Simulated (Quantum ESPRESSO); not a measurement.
## Hf3AlZrRu2Ta (finding a planted mistake in a log)

Simulated, not a measurement. The program is pw.x of Quantum ESPRESSO 7.5 (plane-wave density functional theory). The cell is made up: eight metal atoms on a hexagonal close-packed lattice, with elements, volume, strain and displacements drawn at random and not relaxed, so it may be unstable or far from any real phase. PseudoDojo standard norm-conserving files set the functional (PBE unless stated); there is no spin polarisation or spin-orbit coupling, the Fermi-Dirac width of 0.25 eV means electrons at about 2900 K, and the masses in the input are unused placeholders. Heavy elements are run without spin-orbit coupling, which real alloys of them have. A spin test at this wide smearing found no moment, but such smearing suppresses magnetism that the real alloy may have.

Intended input:

```
&control calculation='scf', pseudo_dir='./dojo.nc.sr.pbe.v0_5.standard.upf', outdir='./o', disk_io='minimal', tprnfor=.true., tstress=.true. /
&system ibrav=0, nat=8, ntyp=5, nbnd=65, ecutwfc=84.00895049, nosym=.true., tot_charge=0,
 occupations='smearing', smearing='fd', degauss=0.0183746611
/
&electrons conv_thr=1.470e-08, electron_maxstep=70, mixing_beta=0.5 /
ATOMIC_SPECIES
Al 1.0 Al.upf
Hf 1.0 Hf.upf
Ru 1.0 Ru.upf
Ta 1.0 Ta.upf
Zr 1.0 Zr.upf
CELL_PARAMETERS angstrom
-2.9666 -0.0074 -0.0353
-0.0425 5.0438 -4.7101
-0.0683 -5.079 -4.7488
ATOMIC_POSITIONS angstrom
Hf -0.0795 -0.0762 -0.0192
Al -0.1908 1.6462 -2.3539
Zr -0.0128 -0.12 -4.7241
Ru -0.1128 1.7233 -7.0586
Ru -1.4737 -0.8494 -2.3845
Hf -1.539 -2.6644 -4.7984
Hf -1.6811 -0.8549 -7.1085
Ta -1.5269 2.37 -4.653
K_POINTS automatic
8 4 4 1 1 1
```

The log is shortened where brackets say so; the opening notice, blank lines, dates and the lines on written files are dropped, and the path of the files is cut. It prints rydbergs, bohrs and kilobars, and counts compression as positive stress. Its total energy is the free energy E - TS of the whole cell.

Log of the intended run:

```
     Program PWSCF v.7.5
     Parallel version (MPI & OpenMP), running on       4 processor cores
     Number of MPI processes:                 4
     Threads/MPI process:                     1
     [start-up lines left out]
     bravais-lattice index     =            0
     lattice parameter (alat)  =       5.6065  a.u.
     unit-cell volume          =     958.2912 (a.u.)^3
     number of atoms/cell      =            8
     number of atomic types    =            5
     number of electrons       =        96.00
     number of Kohn-Sham states=           65
     kinetic-energy cutoff     =      84.0090  Ry
     charge density cutoff     =     336.0358  Ry
     scf convergence threshold =      1.5E-08
     mixing beta               =       0.5000
     number of iterations used =            8  plain     mixing
     Exchange-correlation= PBE
                           (   1   4   3   4   0   0   0)
     [axes and pseudopotential details left out]
   Cartesian axes
     site n.     atom                  positions (alat units)
         1        Hf     tau(   1) = (  -0.0267964  -0.0256841  -0.0064716  )
         2        Al     tau(   2) = (  -0.0643113   0.5548703  -0.7934086  )
         3        Zr     tau(   3) = (  -0.0043144  -0.0404474  -1.5923114  )
         4        Ru     tau(   4) = (  -0.0380205   0.5808578  -2.3791810  )
         5        Ru     tau(   5) = (  -0.4967273  -0.2862999  -0.8037227  )
         6        Hf     tau(   6) = (  -0.5187374  -0.8980662  -1.6173550  )
         7        Hf     tau(   7) = (  -0.5666338  -0.2881537  -2.3960004  )
         8        Ta     tau(   8) = (  -0.5146589   0.7988353  -1.5683463  )
     number of k points=    64  Fermi-Dirac smearing, width (Ry)=  0.0184
                       cart. coord. in units 2pi/alat
        k(    1) = (  -0.0615813   0.0004540  -0.0776938), wk =   0.0312500
        k(    2) = (  -0.0604693  -0.0725208  -0.1558487), wk =   0.0312500
     [further k points left out]
     Dense  grid:    99705 G-vectors     FFT dimensions: (  36,  80,  80)
     Estimated max dynamical RAM per process >     385.62 MB
     Estimated total dynamical RAM >       1.44 GB
     Initial potential from superposition of free atoms
     starting charge      95.9872, renormalised to      96.0000
     Starting wfcs are   74 randomized atomic wfcs
     total cpu time spent up to now is        8.5 secs
     per-process dynamical memory:   309.6 Mb
     Self-consistent Calculation
     iteration #  1     ecut=    84.01 Ry     beta= 0.50
     Davidson diagonalization with overlap
     ethr =  1.00E-02,  avg # of iterations =  2.4
     total cpu time spent up to now is       26.6 secs
     total energy              =    -976.06809750 Ry
     estimated scf accuracy    <       4.44486028 Ry
     iteration #  2     ecut=    84.01 Ry     beta= 0.50
     Davidson diagonalization with overlap
     ethr =  4.63E-03,  avg # of iterations =  3.0
     total cpu time spent up to now is       47.6 secs
     total energy              =    -976.47313618 Ry
     estimated scf accuracy    <      43.69873852 Ry
     [iterations 3 to 19 left out]
     iteration # 20     ecut=    84.01 Ry     beta= 0.50
     Davidson diagonalization with overlap
     ethr =  3.18E-11,  avg # of iterations =  2.0
     total cpu time spent up to now is      355.4 secs
     total energy              =    -978.90462934 Ry
     estimated scf accuracy    <       0.00000003 Ry
     iteration # 21     ecut=    84.01 Ry     beta= 0.50
     Davidson diagonalization with overlap
     ethr =  2.77E-11,  avg # of iterations =  1.0
     total cpu time spent up to now is      370.8 secs
     End of self-consistent calculation
     [lines on levels left out]
!    total energy              =    -978.90462935 Ry
     estimated scf accuracy    <          2.3E-09 Ry
     smearing contrib. (-TS)   =      -0.13031919 Ry
     internal energy E=F+TS    =    -978.77431016 Ry
     The total energy is F=E-TS. E is the sum of the following terms:
     one-electron contribution =    -256.89385728 Ry
     hartree contribution      =     175.30563439 Ry
     xc contribution           =    -206.10498257 Ry
     ewald contribution        =    -691.08110470 Ry
     convergence has been achieved in  21 iterations
     Forces acting on atoms (cartesian axes, Ry/au):
     atom    1 type  2   force =     0.00925629   -0.03855482   -0.05532211
     atom    2 type  1   force =     0.02573367   -0.03713614   -0.01668986
     atom    3 type  5   force =    -0.01417783    0.02028856    0.06672047
     atom    4 type  3   force =     0.00277434    0.02264302    0.00808622
     atom    5 type  3   force =    -0.00550002   -0.00500690    0.01509505
     atom    6 type  2   force =    -0.01317574   -0.00718209    0.06114987
     atom    7 type  2   force =    -0.00334859    0.03125406   -0.02238264
     atom    8 type  4   force =    -0.00156213    0.01369432   -0.05665701
     Total force =     0.147442     Total SCF correction =     0.000227
     Computing stress (Cartesian axis) and pressure
          total   stress  (Ry/bohr**3)                   (kbar)     P=       78.45
   0.00072542  -0.00012902  -0.00006636          106.71      -18.98       -9.76
  -0.00012902   0.00043143  -0.00004029          -18.98       63.47       -5.93
  -0.00006636  -0.00004029   0.00044310           -9.76       -5.93       65.18
     init_run     :      7.93s CPU      8.21s WALL (       1 calls)
     electrons    :    361.25s CPU    362.32s WALL (       1 calls)
     forces       :      3.37s CPU      3.39s WALL (       1 calls)
     stress       :     13.13s CPU     13.40s WALL (       1 calls)
     [timing details left out]
     PWSCF        :   6m26.08s CPU   6m27.77s WALL
     JOB DONE.
```

A second run was made from an input with one planted mistake. Its log:

```
     Program PWSCF v.7.5
     Parallel version (MPI & OpenMP), running on       4 processor cores
     Number of MPI processes:                 4
     Threads/MPI process:                     1
     [start-up lines left out]
     bravais-lattice index     =            0
     lattice parameter (alat)  =       5.6065  a.u.
     unit-cell volume          =     958.2912 (a.u.)^3
     number of atoms/cell      =            8
     number of atomic types    =            5
     number of electrons       =        97.00
     number of Kohn-Sham states=           66
     kinetic-energy cutoff     =      84.0090  Ry
     charge density cutoff     =     336.0358  Ry
     scf convergence threshold =      1.5E-08
     mixing beta               =       0.5000
     number of iterations used =            8  plain     mixing
     Exchange-correlation= PBE
                           (   1   4   3   4   0   0   0)
     [axes and pseudopotential details left out]
   Cartesian axes
     site n.     atom                  positions (alat units)
         1        Hf     tau(   1) = (  -0.0267964  -0.0256841  -0.0064716  )
         2        Al     tau(   2) = (  -0.0643113   0.5548703  -0.7934086  )
         3        Nb     tau(   3) = (  -0.0043144  -0.0404474  -1.5923114  )
         4        Ru     tau(   4) = (  -0.0380205   0.5808578  -2.3791810  )
         5        Ru     tau(   5) = (  -0.4967273  -0.2862999  -0.8037227  )
         6        Hf     tau(   6) = (  -0.5187374  -0.8980662  -1.6173550  )
         7        Hf     tau(   7) = (  -0.5666338  -0.2881537  -2.3960004  )
         8        Ta     tau(   8) = (  -0.5146589   0.7988353  -1.5683463  )
     number of k points=    64  Fermi-Dirac smearing, width (Ry)=  0.0184
                       cart. coord. in units 2pi/alat
        k(    1) = (  -0.0615813   0.0004540  -0.0776938), wk =   0.0312500
        k(    2) = (  -0.0604693  -0.0725208  -0.1558487), wk =   0.0312500
     [further k points left out]
     Dense  grid:    99705 G-vectors     FFT dimensions: (  36,  80,  80)
     Estimated max dynamical RAM per process >     389.64 MB
     Estimated total dynamical RAM >       1.45 GB
     Initial potential from superposition of free atoms
     starting charge      96.9872, renormalised to      97.0000
     Starting wfcs are   74 randomized atomic wfcs
     total cpu time spent up to now is        8.6 secs
     per-process dynamical memory:   312.9 Mb
     Self-consistent Calculation
     iteration #  1     ecut=    84.01 Ry     beta= 0.50
     Davidson diagonalization with overlap
     ethr =  1.00E-02,  avg # of iterations =  2.5
     total cpu time spent up to now is       26.7 secs
     total energy              =   -1000.25765600 Ry
     estimated scf accuracy    <       3.23934614 Ry
     iteration #  2     ecut=    84.01 Ry     beta= 0.50
     Davidson diagonalization with overlap
     ethr =  3.34E-03,  avg # of iterations =  3.5
     total cpu time spent up to now is       48.8 secs
     total energy              =    -999.64431138 Ry
     estimated scf accuracy    <      41.91306744 Ry
     [iterations 3 to 18 left out]
     iteration # 19     ecut=    84.01 Ry     beta= 0.50
     Davidson diagonalization with overlap
     ethr =  3.00E-11,  avg # of iterations =  2.6
     total cpu time spent up to now is      330.3 secs
     total energy              =   -1002.24207472 Ry
     estimated scf accuracy    <       0.00000005 Ry
     iteration # 20     ecut=    84.01 Ry     beta= 0.50
     Davidson diagonalization with overlap
     ethr =  3.00E-11,  avg # of iterations =  1.3
     total cpu time spent up to now is      346.4 secs
     End of self-consistent calculation
     [lines on levels left out]
!    total energy              =   -1002.24207472 Ry
     estimated scf accuracy    <          7.3E-09 Ry
     smearing contrib. (-TS)   =      -0.13488055 Ry
     internal energy E=F+TS    =   -1002.10719416 Ry
     The total energy is F=E-TS. E is the sum of the following terms:
     one-electron contribution =    -264.65427916 Ry
     hartree contribution      =     179.52451353 Ry
     xc contribution           =    -211.95188492 Ry
     ewald contribution        =    -705.02554362 Ry
     convergence has been achieved in  20 iterations
     Forces acting on atoms (cartesian axes, Ry/au):
     atom    1 type  2   force =     0.00874196   -0.03881610   -0.05594326
     atom    2 type  1   force =     0.02709739   -0.04408145   -0.02325766
     atom    3 type  3   force =    -0.01251601    0.02043728    0.06421170
     atom    4 type  4   force =     0.00428394    0.01980177    0.01365276
     atom    5 type  4   force =    -0.00476481   -0.00222823   -0.00337603
     atom    6 type  2   force =    -0.01478079    0.01944384    0.06382787
     atom    7 type  2   force =    -0.00470145    0.04185661    0.00540427
     atom    8 type  5   force =    -0.00336022   -0.01641371   -0.06451965
     Total force =     0.155505     Total SCF correction =     0.000460
     Computing stress (Cartesian axis) and pressure
          total   stress  (Ry/bohr**3)                   (kbar)     P=       38.08
   0.00043908  -0.00012318  -0.00005429           64.59      -18.12       -7.99
  -0.00012318   0.00011279  -0.00011917          -18.12       16.59      -17.53
  -0.00005429  -0.00011917   0.00022473           -7.99      -17.53       33.06
     init_run     :      7.97s CPU      8.27s WALL (       1 calls)
     electrons    :    336.81s CPU    337.81s WALL (       1 calls)
     forces       :      3.52s CPU      3.54s WALL (       1 calls)
     stress       :     12.06s CPU     12.33s WALL (       1 calls)
     [timing details left out]
     PWSCF        :   6m 0.77s CPU   6m 2.38s WALL
     JOB DONE.
```

Question: the log repeats what the program read. Compare it with the intended run: what was wrong in the second input?

Answer: one atom is of a wrong element. The input lines that differ:

```
- &system ibrav=0, nat=8, ntyp=5, nbnd=65, ecutwfc=84.00895049, nosym=.true., tot_charge=0,
+ &system ibrav=0, nat=8, ntyp=5, nbnd=66, ecutwfc=84.00895049, nosym=.true., tot_charge=0,
+ Nb 1.0 Nb.upf
- Zr 1.0 Zr.upf
- Zr -0.0128 -0.12 -4.7241
+ Nb -0.0128 -0.12 -4.7241
```

|  | intended run | run with the mistake |
| --- | --- | --- |
| free energy (eV) | -13318.676 | -13636.198 |
| entropy term -TS, part of it (eV) | -1.773 | -1.835 |
| pressure (GPa) | 7.85 | 3.81 |
| size of the largest force component (eV/Å) | 1.715 | 1.659 |
| largest change of a force component (eV/Å) |  | 0.774 |
| iterations | 21 | 20 |

For scale, a rerun of the intended cell at a higher cutoff and on a denser mesh moved values by no more than 0.006 eV in energy, 0.12 GPa in stress and 0.005 eV/Å in force, and a second program with other atomic files agreed on that cell to 2 % rms in force and 0.5 GPa in pressure. Files of another functional or element have another zero of energy, so the energy change says nothing on stability. The number of bands, nbnd, was set by rule from the electron count, so it follows the mistake.